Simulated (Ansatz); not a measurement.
A generator proposed this cell of Si2BO3.

```yaml
crystal:
  lattice:
    - [4.14571, 0.00000, 0.00000]
    - [0.00000, 4.14571, 0.00000]
    - [0.00000, 0.00000, 4.44958]
  atoms:
    - { symbol: Si, position: [0.50000, 0.00000, 0.50394] }
    - { symbol: Si, position: [0.00000, 0.50000, 0.50394] }
    - { symbol: B, position: [0.50000, 0.50000, 0.93051] }
    - { symbol: O, position: [0.00000, 0.00000, 0.69095] }
    - { symbol: O, position: [0.50000, 0.00000, 0.86342] }
    - { symbol: O, position: [0.00000, 0.50000, 0.86342] }
```

All numbers below come from Ansatz, DFT PBE, scalar-relativistic, plane waves, PAW. Plane waves to 420 eV, a k mesh through Γ of 4×4×4 on the computed 6-atom cell and Gaussian smearing (0.10 eV); collinear spin from starting moments 0.0 0.0 0.0 1.0 1.0 1.0 μB.

The zero of energy is the elements' standard structures at the same level (O₂ as a molecule); no fitted shifts are applied.

Question: Estimate its pressure, forces and energy as it stands.

Answer: The pressure is 1.0 GPa (the mean over three directions, positive in compression), the largest force is 4.52 eV/Å, and the energy is +0.46 eV/atom against the elements. The shortest distance is 1.60 Å.

Question: Is it a good guess?

Answer: A rough one: relaxing gains about 0.68 eV/atom (the start's value is from the coarse mesh, so the gain is rough) in 22 ionic steps and ends at −0.22 eV/atom on the finer mesh. The symmetry stays P4mm (No. 99). The volume per atom shrinks by 4.9 %, from 12.7 to 12.1 Å³. The shortest distance goes from 1.60 Å (Si–O) to 1.66 Å (Si–O). The ratio c/a of the conventional cell changes by a factor of 1.17. Conventional cell: a = 3.868 Å, c = 4.860 Å. Around Si lie 1 O at 1.66 Å, 2 O at 1.99 Å and 2 B at 2.41 Å; B has 4 O at 1.95 Å and 4 Si at 2.41 Å; O on a site of symmetry 4mm is surrounded by 4 Si at 1.99 Å; 1 more site not described.

The last run used a 10×10×8 mesh (in the run's order of axes) for its 6-atom cell and Gaussian smearing of 0.10 eV. Weakly bound directions are ill-defined at this level, which has no dispersion term. An odd number of electrons in the primitive cell allows no gap without spin; a larger cell or a magnetic state could open one. The cell is a metal run without spin; a magnetic state may lie lower. The relaxation can't lower the symmetry of the start, and the grade says only how near the guess is to its own end. Symmetry constrained the relaxation, so the result can be a saddle point.
